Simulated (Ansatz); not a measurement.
ZnGeO$_{3}$:
```cif
data_Ge2O6Zn2
_chemical_formula_sum 'Zn2 Ge2 O6'
_space_group_name_H-M_alt 'P 1'
_space_group_IT_number 1
_cell_length_a 5.43478
_cell_length_b 5.43478
_cell_length_c 5.43478
_cell_angle_alpha 54.376
_cell_angle_beta 54.376
_cell_angle_gamma 54.376
loop_
_space_group_symop_operation_xyz
  'x, y, z'
loop_
_atom_site_label
_atom_site_type_symbol
_atom_site_fract_x
_atom_site_fract_y
_atom_site_fract_z
_atom_site_occupancy
Zn1 Zn 0.36751 0.36751 0.36751 1
Zn2 Zn 0.63249 0.63249 0.63249 1
Ge1 Ge 0.15637 0.15637 0.15637 1
Ge2 Ge 0.84363 0.84363 0.84363 1
O1 O 0.78531 0.04717 0.43870 1
O2 O 0.21469 0.95283 0.56130 1
O3 O 0.04717 0.43870 0.78531 1
O4 O 0.95283 0.56130 0.21469 1
O5 O 0.43870 0.78531 0.04717 1
O6 O 0.56130 0.21469 0.95283 1
```

Relaxed with r²SCAN.

Problem. Which orbitals make up the states near the band edges in DFT-r²SCAN in the program Ansatz with PAW potentials?

Solution. Top 1 eV of the valence band: O 2p 85 %, Zn 3d 12 %. Bottom 1 eV of the conduction band: Zn 4s 33 %, O 2s 29 %, Ge 4s 23 %, O 2p 12 %. Projections are on Löwdin-orthogonalised atomic valence shells; empty p or d shells of many metals are not among them.

Problem. Tabulate the density of states.

Solution. States/eV per cell of 10 atoms, in 0.25 eV bins, energy from the valence-band maximum.

```tsv
E (eV)	total	O 2p	Zn 3d	Zn 4s
-7.86	2.21	1.27	0.10	0.02
-7.61	0.84	0.49	0.05	0.04
-7.36	2.90	1.67	0.23	0.15
-7.11	3.29	1.83	0.36	0.10
-6.86	0.96	0.53	0.11	0.03
-6.61	0.48	0.27	0.06	0.02
-6.36	2.47	1.52	0.36	0.16
-6.11	3.85	2.40	0.62	0.22
-5.86	6.71	4.10	1.38	0.20
-5.61	5.62	3.32	1.38	0.14
-5.36	5.37	2.83	1.88	0.06
-5.11	5.31	2.65	2.14	0.05
-4.86	5.89	2.36	3.09	0.08
-4.61	15.21	4.44	10.07	0.24
-4.36	14.52	3.59	10.34	0.13
-4.11	16.03	2.82	12.67	0.10
-3.86	10.62	2.23	7.77	0.17
-3.61	11.43	3.29	7.19	0.21
-3.36	9.14	3.61	4.64	0.17
-3.11	7.25	3.55	2.85	0.15
-2.86	7.59	4.42	2.26	0.13
-2.61	4.74	3.20	0.96	0.14
-2.36	4.82	3.41	0.92	0.10
-2.11	4.93	3.71	0.77	0.08
-1.86	4.71	3.77	0.60	0.05
-1.61	6.61	5.56	0.64	0.05
-1.36	7.69	6.69	0.62	0.05
-1.11	9.83	8.59	0.84	0.05
-0.86	9.81	8.56	0.92	0.03
-0.61	9.82	8.36	1.16	0.02
-0.36	9.79	8.19	1.36	0.01
-0.11	8.32	7.08	1.08	0.01
0.14	0.00	0.00	0.00	0.00
0.39	0.00	0.00	0.00	0.00
0.64	0.00	0.00	0.00	0.00
0.89	0.00	0.00	0.00	0.00
1.14	0.00	0.00	0.00	0.00
1.39	0.00	0.00	0.00	0.00
1.64	0.00	0.00	0.00	0.00
1.89	0.00	0.00	0.00	0.00
2.14	0.00	0.00	0.00	0.00
2.39	0.00	0.00	0.00	0.00
2.64	0.00	0.00	0.00	0.00
2.89	0.00	0.00	0.00	0.00
3.14	0.00	0.00	0.00	0.00
3.39	0.03	0.00	0.00	0.01
3.64	0.07	0.01	0.00	0.02
3.89	0.11	0.01	0.00	0.04
4.14	0.15	0.02	0.00	0.05
4.39	0.19	0.03	0.00	0.06
4.64	0.24	0.05	0.00	0.07
4.89	0.30	0.06	0.00	0.08
5.14	0.36	0.08	0.00	0.10
5.39	0.45	0.11	0.00	0.11
5.64	0.56	0.14	0.00	0.13
5.89	0.72	0.19	0.00	0.15
6.14	0.88	0.24	0.00	0.17
6.39	1.43	0.42	0.00	0.21
6.64	4.14	1.30	0.01	0.42
6.89	5.45	1.78	0.01	0.63
7.14	1.04	0.35	0.00	0.12
7.39	1.56	0.31	0.00	0.65
7.64	3.66	0.75	0.00	1.44
7.89	4.91	1.05	0.01	1.99
```

Space group R-3. The workflow started from a Materials Project entry (that database holds measured and hypothetical structures alike); the Crystallography Open Database copy checked does not list it. Whether it is the stable phase at ambient conditions was not checked. The r²SCAN relaxation kept the symmetry of its start; its stability against distortions is not shown here. Spin–orbit coupling is left out wherever it is not named.

Potentials: the later of the program's two PAW sets.
